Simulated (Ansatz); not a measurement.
Relaxation of a relaxed Bi cell displaced along its unstable phonon at q = (½, ½, ½) of its primitive reciprocal cell (130i cm⁻¹), largest move 0.15 Å; 2 atoms in the cell, which starts as R-3m, hexagonal axes (No. 166), hR2; a = b = 4.6018 Å, c = 11.2681 Å, α = β = 90.00°, γ = 120.00°. Computed with r2SCAN (plane waves to 500 eV, PAW, scalar-relativistic; Ansatz, a program for electronic structure). Γ-centred k-mesh 10×10×10 on the run's cell (coarser than for final values), Fermi–Dirac smearing 0.05 eV. This is the first round of the run. 

The optimiser's lines from the output (shortened; P is positive under compression):

```
relax step   1: F+E_penalty+E_count = -24826.62107924 eV  Δ(F+E_penalty+E_count) = +0.000e0 eV  max|allowed force component| = 4.767e-2 eV/Å  Δτ_max = 0.0000 Å  P = +1.359 GPa  Ω = 68.885 Å³  (7 SCF iters, dr2 threshold 1.00e-7 eV, accepted)
relax step   2: F+E_penalty+E_count = -24826.64833190 eV  Δ(F+E_penalty+E_count) = -2.725e-2 eV  max|allowed force component| = 2.261e-1 eV/Å  Δτ_max = 0.0075 Å  P = -0.452 GPa  Ω = 71.871 Å³  (7 SCF iters, dr2 threshold 2.00e-7 eV, accepted)
relax step   3: F+E_penalty+E_count = -24826.66536394 eV  Δ(F+E_penalty+E_count) = -1.703e-2 eV  max|allowed force component| = 6.383e-2 eV/Å  Δτ_max = 0.0467 Å  P = +0.216 GPa  Ω = 72.749 Å³  (10 SCF iters, dr2 threshold 2.00e-7 eV, accepted)
relax step   4: F+E_penalty+E_count = -24826.66683168 eV  Δ(F+E_penalty+E_count) = -1.468e-3 eV  max|allowed force component| = 3.168e-3 eV/Å  Δτ_max = 0.0017 Å  P = +0.140 GPa  Ω = 72.970 Å³  (6 SCF iters, dr2 threshold 2.00e-7 eV, accepted)
relax step   5: F+E_penalty+E_count = -24826.66699853 eV  Δ(F+E_penalty+E_count) = -1.668e-4 eV  max|allowed force component| = 6.588e-3 eV/Å  Δτ_max = 0.0030 Å  P = -0.032 GPa  Ω = 73.394 Å³  (6 SCF iters, dr2 threshold 5.05e-8 eV, accepted)
relax step   6: F+E_penalty+E_count = -24826.66701186 eV  Δ(F+E_penalty+E_count) = -1.333e-5 eV  max|allowed force component| = 1.594e-3 eV/Å  Δτ_max = 0.0011 Å  P = +0.004 GPa  Ω = 73.399 Å³  (6 SCF iters, dr2 threshold 4.32e-9 eV, accepted)
relax step   7: F+E_penalty+E_count = -24826.66743554 eV  Δ(F+E_penalty+E_count) = -4.237e-4 eV  max|allowed force component| = 1.392e-3 eV/Å  Δτ_max = 0.0000 Å  P = +0.008 GPa  Ω = 73.399 Å³  stress off target by 1.30e-2 GPa  SCF on the basis re-selected at this cell (its energy is not comparable with the rows above)  (7 SCF iters)
```

From the first to the last row the energy changes by -0.02 eV/atom and the volume by +6.6 %. The last row is marked as not comparable with the walk above it, whose basis was carried along; it does compare with step 1, since both stand on a basis selected at the nominal cutoff for their own cell.

Later rounds, restarted from the end of this one on a renewed k-mesh, logged 3 more steps and released under 0.01 eV/atom more. The final structure after all rounds: R-3m, hexagonal axes (No. 166), hR2, AFLOW prototype A_hR2_166_c (A7, as in As); a = b = 4.535 Å, c = 12.371 Å, α = β = 90.00°, γ = 120.00°. Between re-selections the logged energies stand on a plane-wave basis carried along with the cell. No spin polarisation in the result.

The run could not lose the symmetry of its start.

Of the parent cell (Pm-3m (No. 221)): it is a generated cell of Bi: the first start was made by placing the elements on the sites of a structure type, and the end was not matched to a known phase here, so it may be hypothetical. Known forms of Bi include space group No. 166.
